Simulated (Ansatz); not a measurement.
NaPt3O4:
```
CELL_PARAMETERS angstrom
      5.67995     0.00000     0.00000
      0.00000     5.67995     0.00000
      0.00000     0.00000     5.67995
ATOMIC_POSITIONS crystal
  Na 0.50000 0.50000 0.50000
  Na 0.00000 0.00000 0.00000
  Pt 0.75000 0.00000 0.50000
  Pt 0.25000 0.00000 0.50000
  Pt 0.50000 0.25000 0.00000
  Pt 0.50000 0.75000 0.00000
  Pt 0.00000 0.50000 0.25000
  Pt 0.00000 0.50000 0.75000
  O  0.75000 0.25000 0.25000
  O  0.25000 0.75000 0.75000
  O  0.25000 0.25000 0.75000
  O  0.75000 0.75000 0.25000
  O  0.25000 0.75000 0.25000
  O  0.75000 0.25000 0.75000
  O  0.75000 0.75000 0.75000
  O  0.25000 0.25000 0.25000
```

Relaxed with PBEsol. Special points in fractions of this cell's reciprocal vectors: Γ (0.000, 0.000, 0.000); X (0.000, 0.500, 0.000); M (0.500, 0.500, 0.000); R (0.500, 0.500, 0.500).

Task: List the band energies nearest the Fermi level at these points for PBEsol with spin–orbit coupling (plane waves, PAW; program Ansatz).

Result: In eV from the Fermi level; about four levels below and three above (degenerate sets whole), none deeper than 8.9 eV; points with the same levels are listed once.

```
k                    below                                    above
-  -----------------------  ---------------------------------------
Γ  -0.53 -0.53 -0.11 -0.11            0.00 0.00 0.71 0.71 0.71 0.71
X  -0.61 -0.61 -0.61 -0.61                      0.63 0.63 0.63 0.63
M  -0.46 -0.46 -0.39 -0.39                      0.02 0.02 0.84 0.84
R  -0.92 -0.92 -0.92 -0.92  1.77 1.77 1.77 1.77 1.77 1.77 1.77 1.77
```

Space group Pm-3n. The first step of the workflow began from a Materials Project structure, measured or hypothetical; the Crystallography Open Database files this formula in space group No. 223, but the cells were not matched. Its standing as an ambient phase is unchecked. The cell was relaxed with PBEsol under the symmetry of its start; of distortions, only those at the zone centre were tested. No spin polarisation was allowed.

Potentials: the earlier of the program's two PAW sets.
